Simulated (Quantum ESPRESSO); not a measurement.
# Ti4O6NF: one run as intended and one with a planted mistake

A calculation, not a measurement. The program is pw.x of Quantum ESPRESSO 7.5 (plane-wave density functional theory). The cell is made up: 12 atoms on a rutile lattice, with randomly drawn elements, strain and displacements, not relaxed. PseudoDojo standard norm-conserving files (v0.5 for PBE, v0.4.1 for LDA and PBEsol) set the functional; there is no spin polarisation, spin-orbit coupling or dispersion term, and the masses in the input are unused placeholders.

Intended input:

```
&control calculation='scf', pseudo_dir='./dojo.nc.sr.pbe.v0_5.standard.upf', outdir='./o', disk_io='low', tprnfor=.true., tstress=.true. /
&system ibrav=0, nat=12, ntyp=4, nbnd=54, ecutwfc=84.00895049, nosym=.true., tot_charge=0,
 occupations='smearing', smearing='fd', degauss=0.0018374661
/
&electrons conv_thr=7.350e-09, electron_maxstep=60, /
ATOMIC_SPECIES
F 1.0 F.upf
N 1.0 N.upf
O 1.0 O.upf
Ti 1.0 Ti.upf
CELL_PARAMETERS angstrom
4.6966 0.0347 0.0276
0.0347 4.5952 -0.0152
0.0352 -0.0194 5.8163
ATOMIC_POSITIONS angstrom
Ti -0.0016 0.001 0.0238
Ti 2.3666 2.3053 1.5142
Ti 0.0371 -0.0183 2.9396
Ti 2.4143 2.2707 4.3768
O 1.4341 1.3726 0.1621
O 3.2753 3.2045 -0.048
O 3.7858 1.0057 1.4743
N 0.9629 3.7059 1.4458
O 1.4349 1.2991 2.8902
F 3.3611 3.2121 2.9314
O 3.7379 0.8668 4.4815
O 1.0121 3.6714 4.3069
K_POINTS automatic
5 5 4 1 1 1
```

The log is shortened where brackets say so; the opening notice, blank lines, dates and the lines on written files are dropped, and the path of the files is cut. It prints rydbergs, bohrs and kilobars, and counts compression as positive stress. Where no state is partly filled, the Fermi energy that it prints is only some level between the filled and the empty states on the mesh, and need not lie in the true gap.

Log of the intended run:

```
     Program PWSCF v.7.5
     Parallel version (MPI & OpenMP), running on       4 processor cores
     Number of MPI processes:                 4
     Threads/MPI process:                     1
     [start-up lines left out]
     bravais-lattice index     =            0
     lattice parameter (alat)  =       8.8757  a.u.
     unit-cell volume          =     847.0066 (a.u.)^3
     number of atoms/cell      =           12
     number of atomic types    =            4
     number of electrons       =        96.00
     number of Kohn-Sham states=           54
     kinetic-energy cutoff     =      84.0090  Ry
     charge density cutoff     =     336.0358  Ry
     scf convergence threshold =      7.3E-09
     mixing beta               =       0.7000
     number of iterations used =            8  plain     mixing
     Exchange-correlation= PBE
                           (   1   4   3   4   0   0   0)
     [axes and pseudopotential details left out]
   Cartesian axes
     site n.     atom                  positions (alat units)
         1        Ti     tau(   1) = (  -0.0003407   0.0002129   0.0050673  )
         2        Ti     tau(   2) = (   0.5038740   0.4908226   0.3223891  )
         3        Ti     tau(   3) = (   0.0078990  -0.0038963   0.6258717  )
         4        Ti     tau(   4) = (   0.5140298   0.4834559   0.9318667  )
         5        O      tau(   5) = (   0.3053349   0.2922409   0.0345128  )
         6        O      tau(   6) = (   0.6973458   0.6822717  -0.0102197  )
         7        O      tau(   7) = (   0.8060366   0.2141241   0.3138939  )
         8        N      tau(   8) = (   0.2050115   0.7890250   0.3078260  )
         9        O      tau(   9) = (   0.3055053   0.2765920   0.6153539  )
        10        F      tau(  10) = (   0.7156135   0.6838898   0.6241258  )
        11        O      tau(  11) = (   0.7958381   0.1845508   0.9541584  )
        12        O      tau(  12) = (   0.2154867   0.7816796   0.9169842  )
     number of k points=    50  Fermi-Dirac smearing, width (Ry)=  0.0018
                       cart. coord. in units 2pi/alat
        k(    1) = (   0.0986607   0.1017992   0.1006831), wk =   0.0400000
        k(    2) = (   0.0974692   0.1024760   0.3025739), wk =   0.0400000
     [further k points left out]
     Dense  grid:    88057 G-vectors     FFT dimensions: (  54,  54,  72)
     Estimated max dynamical RAM per process >     257.73 MB
     Estimated total dynamical RAM >     966.42 MB
     Initial potential from superposition of free atoms
     starting charge      95.9936, renormalised to      96.0000
     Starting wfcs are   72 randomized atomic wfcs
     total cpu time spent up to now is        9.5 secs
     per-process dynamical memory:   207.3 Mb
     Self-consistent Calculation
     iteration #  1     ecut=    84.01 Ry     beta= 0.70
     Davidson diagonalization with overlap
     ethr =  1.00E-02,  avg # of iterations =  2.0
     total cpu time spent up to now is       23.5 secs
     total energy              =    -741.32142785 Ry
     estimated scf accuracy    <       5.86938963 Ry
     iteration #  2     ecut=    84.01 Ry     beta= 0.70
     Davidson diagonalization with overlap
     ethr =  6.11E-03,  avg # of iterations =  7.0
     total cpu time spent up to now is       52.8 secs
     total energy              =    -734.47318617 Ry
     estimated scf accuracy    <      75.52222444 Ry
     [iterations 3 to 20 left out]
     iteration # 21     ecut=    84.01 Ry     beta= 0.70
     Davidson diagonalization with overlap
     ethr =  4.35E-11,  avg # of iterations =  1.8
     total cpu time spent up to now is      397.0 secs
     total energy              =    -744.58964825 Ry
     estimated scf accuracy    <       0.00000001 Ry
     iteration # 22     ecut=    84.01 Ry     beta= 0.70
     Davidson diagonalization with overlap
     ethr =  1.22E-11,  avg # of iterations =  5.0
     total cpu time spent up to now is      417.1 secs
     End of self-consistent calculation
     [lines on levels left out]
     the Fermi energy is    10.2945 ev
!    total energy              =    -744.58964825 Ry
     estimated scf accuracy    <          1.0E-09 Ry
     smearing contrib. (-TS)   =      -0.00000000 Ry
     internal energy E=F+TS    =    -744.58964825 Ry
     The total energy is F=E-TS. E is the sum of the following terms:
     one-electron contribution =    -254.69169985 Ry
     hartree contribution      =     175.03566834 Ry
     xc contribution           =    -137.22156440 Ry
     ewald contribution        =    -527.71205234 Ry
     convergence has been achieved in  22 iterations
     Forces acting on atoms (cartesian axes, Ry/au):
     atom    1 type  4   force =     0.03004564   -0.02259963    0.07680297
     atom    2 type  4   force =    -0.09109577   -0.02076452   -0.12897595
     atom    3 type  4   force =     0.09097173    0.04210881   -0.08267958
     atom    4 type  4   force =    -0.05434257   -0.05262818    0.14812123
     atom    5 type  3   force =     0.02566611    0.02787973   -0.06806272
     atom    6 type  3   force =    -0.00991008   -0.00964096   -0.01088604
     atom    7 type  3   force =     0.01231549   -0.02953093    0.02754464
     atom    8 type  2   force =    -0.01731074   -0.00825981    0.03018554
     atom    9 type  3   force =     0.04063138    0.05547810    0.03409286
     atom   10 type  1   force =    -0.00426729   -0.00014838    0.02160555
     atom   11 type  3   force =    -0.01945560    0.03283769   -0.05783862
     atom   12 type  3   force =    -0.00324831   -0.01473193    0.01009013
     Total force =     0.313323     Total SCF correction =     0.000103
     Computing stress (Cartesian axis) and pressure
          total   stress  (Ry/bohr**3)                   (kbar)     P=       78.26
   0.00028022   0.00016910   0.00004648           41.22       24.88        6.84
   0.00016910   0.00049182  -0.00001036           24.88       72.35       -1.52
   0.00004648  -0.00001036   0.00082391            6.84       -1.52      121.20
     init_run     :      9.07s CPU      9.39s WALL (       1 calls)
     electrons    :    405.61s CPU    407.67s WALL (       1 calls)
     forces       :      2.22s CPU      2.26s WALL (       1 calls)
     stress       :      7.47s CPU      7.47s WALL (       1 calls)
     [timing details left out]
     PWSCF        :   7m 4.59s CPU   7m 7.12s WALL
     JOB DONE.
```

A second run has one planted mistake: two atoms have their elements exchanged. The input lines that differ, file-writing options aside:

```
- N 0.9629 3.7059 1.4458
+ O 0.9629 3.7059 1.4458
- O 3.7379 0.8668 4.4815
+ N 3.7379 0.8668 4.4815
```

Its log:

```
     Program PWSCF v.7.5
     Parallel version (MPI & OpenMP), running on       4 processor cores
     Number of MPI processes:                 4
     Threads/MPI process:                     1
     [start-up lines left out]
     bravais-lattice index     =            0
     lattice parameter (alat)  =       8.8757  a.u.
     unit-cell volume          =     847.0066 (a.u.)^3
     number of atoms/cell      =           12
     number of atomic types    =            4
     number of electrons       =        96.00
     number of Kohn-Sham states=           54
     kinetic-energy cutoff     =      84.0090  Ry
     charge density cutoff     =     336.0358  Ry
     scf convergence threshold =      7.3E-09
     mixing beta               =       0.7000
     number of iterations used =            8  plain     mixing
     Exchange-correlation= PBE
                           (   1   4   3   4   0   0   0)
     [axes and pseudopotential details left out]
   Cartesian axes
     site n.     atom                  positions (alat units)
         1        Ti     tau(   1) = (  -0.0003407   0.0002129   0.0050673  )
         2        Ti     tau(   2) = (   0.5038740   0.4908226   0.3223891  )
         3        Ti     tau(   3) = (   0.0078990  -0.0038963   0.6258717  )
         4        Ti     tau(   4) = (   0.5140298   0.4834559   0.9318667  )
         5        O      tau(   5) = (   0.3053349   0.2922409   0.0345128  )
         6        O      tau(   6) = (   0.6973458   0.6822717  -0.0102197  )
         7        O      tau(   7) = (   0.8060366   0.2141241   0.3138939  )
         8        O      tau(   8) = (   0.2050115   0.7890250   0.3078260  )
         9        O      tau(   9) = (   0.3055053   0.2765920   0.6153539  )
        10        F      tau(  10) = (   0.7156135   0.6838898   0.6241258  )
        11        N      tau(  11) = (   0.7958381   0.1845508   0.9541584  )
        12        O      tau(  12) = (   0.2154867   0.7816796   0.9169842  )
     number of k points=    50  Fermi-Dirac smearing, width (Ry)=  0.0018
                       cart. coord. in units 2pi/alat
        k(    1) = (   0.0986607   0.1017992   0.1006831), wk =   0.0400000
        k(    2) = (   0.0974692   0.1024760   0.3025739), wk =   0.0400000
     [further k points left out]
     Dense  grid:    88057 G-vectors     FFT dimensions: (  54,  54,  72)
     Estimated max dynamical RAM per process >     257.73 MB
     Estimated total dynamical RAM >     966.42 MB
     Initial potential from superposition of free atoms
     starting charge      95.9936, renormalised to      96.0000
     Starting wfcs are   72 randomized atomic wfcs
     total cpu time spent up to now is        9.4 secs
     per-process dynamical memory:   207.3 Mb
     Self-consistent Calculation
     iteration #  1     ecut=    84.01 Ry     beta= 0.70
     Davidson diagonalization with overlap
     ethr =  1.00E-02,  avg # of iterations =  2.0
     total cpu time spent up to now is       23.4 secs
     total energy              =    -741.36046498 Ry
     estimated scf accuracy    <       5.82822874 Ry
     iteration #  2     ecut=    84.01 Ry     beta= 0.70
     Davidson diagonalization with overlap
     ethr =  6.07E-03,  avg # of iterations =  7.2
     total cpu time spent up to now is       51.9 secs
     total energy              =    -734.43869378 Ry
     estimated scf accuracy    <      74.84321609 Ry
     [iterations 3 to 23 left out]
     iteration # 24     ecut=    84.01 Ry     beta= 0.70
     Davidson diagonalization with overlap
     ethr =  1.46E-11,  avg # of iterations =  2.5
     total cpu time spent up to now is      442.1 secs
     total energy              =    -744.59751375 Ry
     estimated scf accuracy    <       0.00000001 Ry
     iteration # 25     ecut=    84.01 Ry     beta= 0.70
     Davidson diagonalization with overlap
     ethr =  1.06E-11,  avg # of iterations =  1.0
     total cpu time spent up to now is      454.4 secs
     End of self-consistent calculation
     [lines on levels left out]
     the Fermi energy is    10.3017 ev
!    total energy              =    -744.59751375 Ry
     estimated scf accuracy    <          4.5E-09 Ry
     smearing contrib. (-TS)   =      -0.00000000 Ry
     internal energy E=F+TS    =    -744.59751375 Ry
     The total energy is F=E-TS. E is the sum of the following terms:
     one-electron contribution =    -254.77616223 Ry
     hartree contribution      =     175.06208509 Ry
     xc contribution           =    -137.22124103 Ry
     ewald contribution        =    -527.66219558 Ry
     convergence has been achieved in  25 iterations
     Forces acting on atoms (cartesian axes, Ry/au):
     atom    1 type  4   force =    -0.01674569    0.01560614   -0.04473727
     atom    2 type  4   force =    -0.06542718   -0.06454278   -0.14163663
     atom    3 type  4   force =     0.04399122    0.09316016    0.04744674
     atom    4 type  4   force =    -0.01377978   -0.08915068    0.13713544
     atom    5 type  3   force =     0.02387262    0.03599683   -0.03131368
     atom    6 type  3   force =    -0.01066987   -0.00303603    0.03121623
     atom    7 type  3   force =     0.00542516   -0.02369836    0.02930125
     atom    8 type  3   force =     0.00989093   -0.03415343    0.03039677
     atom    9 type  3   force =     0.03294638    0.05620757    0.00305674
     atom   10 type  1   force =    -0.00463928    0.00457636   -0.00104678
     atom   11 type  2   force =     0.00890214    0.01210881   -0.05960452
     atom   12 type  3   force =    -0.01376665   -0.00307459   -0.00021430
     Total force =     0.294447     Total SCF correction =     0.000093
     Computing stress (Cartesian axis) and pressure
          total   stress  (Ry/bohr**3)                   (kbar)     P=       77.17
   0.00026117   0.00014880   0.00004948           38.42       21.89        7.28
   0.00014880   0.00045501   0.00000852           21.89       66.93        1.25
   0.00004948   0.00000852   0.00085769            7.28        1.25      126.17
     init_run     :      8.79s CPU      9.10s WALL (       1 calls)
     electrons    :    443.00s CPU    445.06s WALL (       1 calls)
     forces       :      2.18s CPU      2.23s WALL (       1 calls)
     stress       :      7.38s CPU      7.38s WALL (       1 calls)
     [timing details left out]
     PWSCF        :   7m41.71s CPU   7m44.26s WALL
     JOB DONE.
```

|  | intended run | run with the mistake |
| --- | --- | --- |
| free energy (eV) | -10130.658 | -10130.765 |
| smearing term -TS (eV) | 0.0000 | 0.0000 |
| pressure (GPa) | 7.83 | 7.72 |
| largest force component (eV/Å) | 3.808 | 3.642 |
| largest change of a force component (eV/Å) |  | 3.346 |
| iterations | 22 | 25 |

For scale, a rerun of the intended cell at a cutoff of 1437 eV and k mesh 7 x 7 x 6 moved values by no more than 0.004 eV in energy, 0.05 GPa in stress and 0.002 eV/Å in force.